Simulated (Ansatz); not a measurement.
NbSi2:
```
CELL_PARAMETERS angstrom
      4.79613     0.00000     0.00000
     -2.39807     4.15357     0.00000
      0.00000     0.00000     6.57792
ATOMIC_POSITIONS crystal
  Nb 0.50000 0.50000 0.66667
  Nb 0.00000 0.50000 0.33333
  Nb 0.50000 0.00000 0.00000
  Si 0.68344 0.84172 0.33333
  Si 0.84172 0.68344 0.00000
  Si 0.15828 0.84172 0.66667
  Si 0.31656 0.15828 0.33333
  Si 0.15828 0.31656 0.00000
  Si 0.84172 0.15828 0.66667
```

Relaxed with r²SCAN.

### Question
Which orbitals make up the states near the Fermi level in the program Ansatz at the r²SCAN level (PAW)?

### Answer
Within 0.5 eV of the Fermi level: Nb 4d 72 %, Si 3p 20 %. Projections are on Löwdin-orthogonalised atomic valence shells; empty p or d shells of many metals are not among them.

### Question
Tabulate the density of states.

### Answer
States/eV per cell of 9 atoms, in 0.25 eV bins, energy from the Fermi level.

| E (eV) | total | Nb 4d | Si 3p | Si 3s |
|---|---|---|---|---|
| -7.85 | 2.26 | 0.49 | 0.68 | 0.96 |
| -7.60 | 2.47 | 0.57 | 0.68 | 1.08 |
| -7.35 | 1.19 | 0.26 | 0.37 | 0.49 |
| -7.10 | 3.14 | 0.66 | 0.94 | 1.31 |
| -6.85 | 2.48 | 0.55 | 0.76 | 1.01 |
| -6.60 | 1.66 | 0.39 | 0.50 | 0.67 |
| -6.35 | 1.18 | 0.28 | 0.47 | 0.35 |
| -6.10 | 1.53 | 0.36 | 0.80 | 0.24 |
| -5.85 | 2.18 | 0.49 | 1.31 | 0.20 |
| -5.60 | 5.19 | 1.25 | 3.14 | 0.48 |
| -5.35 | 2.55 | 0.64 | 1.49 | 0.27 |
| -5.10 | 3.84 | 0.91 | 2.31 | 0.38 |
| -4.85 | 2.33 | 0.58 | 1.28 | 0.29 |
| -4.60 | 3.37 | 0.93 | 1.90 | 0.32 |
| -4.35 | 3.41 | 0.97 | 1.88 | 0.31 |
| -4.10 | 3.45 | 1.06 | 1.81 | 0.33 |
| -3.85 | 3.20 | 1.04 | 1.59 | 0.34 |
| -3.60 | 3.77 | 1.29 | 1.84 | 0.40 |
| -3.35 | 3.63 | 1.26 | 1.76 | 0.41 |
| -3.10 | 4.36 | 1.69 | 2.01 | 0.42 |
| -2.85 | 6.40 | 2.80 | 2.89 | 0.42 |
| -2.60 | 9.05 | 4.16 | 4.12 | 0.39 |
| -2.35 | 8.94 | 4.38 | 3.92 | 0.29 |
| -2.10 | 12.43 | 6.54 | 5.18 | 0.28 |
| -1.85 | 7.18 | 3.75 | 2.96 | 0.20 |
| -1.60 | 5.82 | 3.19 | 2.13 | 0.25 |
| -1.35 | 4.25 | 2.55 | 1.34 | 0.18 |
| -1.10 | 3.25 | 2.11 | 0.88 | 0.13 |
| -0.85 | 2.11 | 1.44 | 0.52 | 0.08 |
| -0.60 | 1.84 | 1.28 | 0.43 | 0.06 |
| -0.35 | 1.87 | 1.34 | 0.40 | 0.06 |
| -0.10 | 3.23 | 2.30 | 0.71 | 0.08 |
| 0.15 | 3.08 | 2.26 | 0.59 | 0.09 |
| 0.40 | 1.96 | 1.46 | 0.33 | 0.07 |
| 0.65 | 2.04 | 1.53 | 0.31 | 0.08 |
| 0.90 | 2.30 | 1.72 | 0.31 | 0.13 |
| 1.15 | 1.80 | 1.36 | 0.21 | 0.11 |
| 1.40 | 2.36 | 1.03 | 0.76 | 0.42 |
| 1.65 | 3.12 | 1.44 | 0.91 | 0.57 |
| 1.90 | 4.60 | 2.32 | 1.35 | 0.64 |
| 2.15 | 6.27 | 3.25 | 1.82 | 0.76 |
| 2.40 | 5.58 | 3.07 | 1.51 | 0.56 |
| 2.65 | 4.89 | 2.43 | 1.36 | 0.55 |
| 2.90 | 7.04 | 3.42 | 1.82 | 0.99 |
| 3.15 | 5.50 | 2.57 | 1.45 | 0.66 |
| 3.40 | 6.24 | 2.60 | 1.61 | 0.84 |
| 3.65 | 7.33 | 3.37 | 1.73 | 1.09 |
| 3.90 | 7.50 | 2.98 | 2.18 | 0.91 |
| 4.15 | 7.20 | 2.70 | 2.04 | 1.03 |
| 4.40 | 6.42 | 2.26 | 1.94 | 0.90 |
| 4.65 | 5.53 | 1.85 | 1.84 | 0.72 |
| 4.90 | 5.57 | 1.65 | 1.99 | 0.72 |

Space group P6_422. The workflow started from a Materials Project entry (that database holds measured and hypothetical structures alike); the Crystallography Open Database files this formula in space group No. 181, but the cells were not matched. Its standing as an ambient phase is unchecked. Symmetry was held in the r²SCAN relaxation; whether a distortion lowers the energy is not shown. The run is not spin-polarised. Scalar-relativistic: spin–orbit coupling is off unless named, which matters more the heavier the elements.

Potentials: the later of the program's two PAW sets.
